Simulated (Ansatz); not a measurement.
ZrO2 (fluorite)

```
ZrO2
1.0
    0.00000     2.54457     2.54457
    2.54457     0.00000     2.54457
    2.54457     2.54457     0.00000
Zr O
1 2
Cartesian
  0.00000   0.00000   0.00000
  1.27229   1.27229   1.27229
  3.81686   3.81686   3.81686
```

The slice is a {110} plane (indices of the conventional cell) through the point (0.000, 0.000, 0.000) (fractional), spanned by u = [100] and v = [1 -1 -1] in vectors of this cell: u (3.60 Å) and v (5.09 Å, at 90° to u). It covers one period; positions are fractions (u, v).

Calculation: r2SCAN (plane waves to 500 eV, PAW, scalar-relativistic; Ansatz, a quantum-chemistry and plane-wave program). k mesh 11×11×11. Inside the PAW spheres the values are not all-electron values, and peaks at nuclei hang on which shells count as valence. The PAW data are Ansatz's earlier set. This is a high-temperature form of ZrO2. ZrO2 is run without spin polarisation. ZrO2 was relaxed with its symmetry unable to fall.

### Question
Around which element is the density of the lowest conduction band (whole band as if filled, smooth part) largest on this plane?

### Answer
Zr. Mean over a disc round each atom, of radius 0.45 times the shortest bond: Zr 0.141, O 0.024 e/Å³.

### Question
Around which element is the density of the highest valence band (whole band, smooth part) largest on this plane?

### Answer
O. Mean over a disc round each atom, of radius 0.45 times the shortest bond: O 0.163, Zr 0.018 e/Å³.

### Question
What is the valence density on the shortest Zr–O line in this plane (2.20 Å), at its minimum between the atoms?

### Answer
0.52 e/Å³.

### Question
Sketch the valence electron density on this plane as a map.

### Answer
```tsv
v \ u	0.00	0.10	0.20	0.30	0.40	0.50	0.60	0.70	0.80	0.90
0.96	0.6	0.6	0.3	-0.4	-0.6	-0.6	-0.6	-0.4	0.3	0.6
0.86	0.3	0.1	-0.2	-0.2	0.2	0.4	0.2	-0.2	-0.2	0.1
0.75	-0.9	-0.9	-0.5	0.1	0.7	0.9	0.7	0.1	-0.5	-0.9
0.64	-1.4	-1.3	-0.8	-0.3	0.2	0.4	0.2	-0.3	-0.8	-1.3
0.54	-1.6	-1.5	-1.3	-0.9	-0.7	-0.6	-0.7	-0.9	-1.3	-1.5
0.43	-1.6	-1.5	-1.1	-0.8	-0.4	-0.3	-0.4	-0.8	-1.1	-1.5
0.32	-1.3	-1.2	-0.7	-0.1	0.5	0.7	0.5	-0.1	-0.7	-1.2
0.21	-0.6	-0.6	-0.5	0.0	0.6	0.9	0.6	0.0	-0.5	-0.6
0.11	0.5	0.4	0.0	-0.3	-0.1	0.0	-0.1	-0.3	0.0	0.4
0.00	0.5	0.6	0.3	-0.4	-0.7	-0.7	-0.7	-0.4	0.3	0.6
```

Values: log₁₀ of the valence density in e/Å³. The scale is logarithmic, as a density can span decades between atoms and voids.
